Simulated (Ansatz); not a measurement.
SiO2 (space group P3_221)

```xyz
9
Lattice="4.9234 0.0000 0.0000 -2.4617 4.2638 0.0000 0.0000 0.0000 5.4179" Properties=species:S:1:pos:R:3 pbc="T T T"
Si    -1.1552     2.0009     1.8060
Si     1.3065     2.2629     0.0000
Si     2.3105     0.0000     3.6120
O     -1.0881     3.1194     2.9706
O      0.3042     1.7618     1.1646
O      0.7838     3.6464     4.7766
O      3.2455     0.6174     2.4474
O      1.3736     1.1444     4.2533
O      2.7659     2.5020     0.6414
```

The slice is a (0001) plane (indices of the conventional cell) through the point (0.413, 0.268, 0.785) (fractional), spanned by u = [110] and v = [1 -1 0] in vectors of this cell: u (4.92 Å) and v (8.53 Å, at 90° to u). It covers one period; positions are fractions (u, v).

Computed with r2SCAN (plane waves to 500 eV, PAW, scalar-relativistic; Ansatz, a program for electronic structure). k mesh 8×8×6. These are valence fields of a PAW run, semicore shells included where kept as valence: close to a nucleus they are smooth pseudo fields. SiO2 was relaxed with its symmetry unable to fall.

**Question.** Sketch the density of the highest valence band (whole band, smooth part) on this plane as a map.

**Answer.** 
```
|=-.       .*|
|     .      |
|    -+.     |
|   .+*:     |
|    .       |
|            |
|            |
|      ..    |
|    .--+.   |
|    :@ @:   |
|    .*=-.   |
|           .|
|.         -+|
|:        .+*|
|          . |
|            |
|            |
|..          |
|-+.       .-|
| @:       :@|
```
Scale: ten equal steps from 0.000 (start of ' ') to 0.174 (end of '@'), in the order ' .:-=+*#%@'. Values: density of the highest valence band (whole band, smooth part) in e/Å³. The map has 12 points along u (one character each, u = 0 at the left) and 20 along v (v = 0 in the bottom row).
